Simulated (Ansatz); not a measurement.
In PBE in the plane-wave PAW code Ansatz, AlCr2C in the hexagonal phase (P6_3/mmc; Al on 2d, Cr on 4f, C on 2a) relaxes to a = 2.840 Å, c = 12.705 Å. Al has 12 nearest neighbours from 2.67 Å (anticuboctahedral); C has 6 nearest neighbours from 1.96 Å (octahedral). Against the elements it lies at -0.18 eV/atom, with no fitted shifts.

Electronic character: metallic (no gap).

An equation-of-state fit gives a bulk modulus of 188 GPa.

Symmetry was held in the PBE relaxation. The run is not spin-polarised. The references are the lowest solids computed at this level, not always the standard phases.

Potentials: the earlier of the program's two PAW sets.
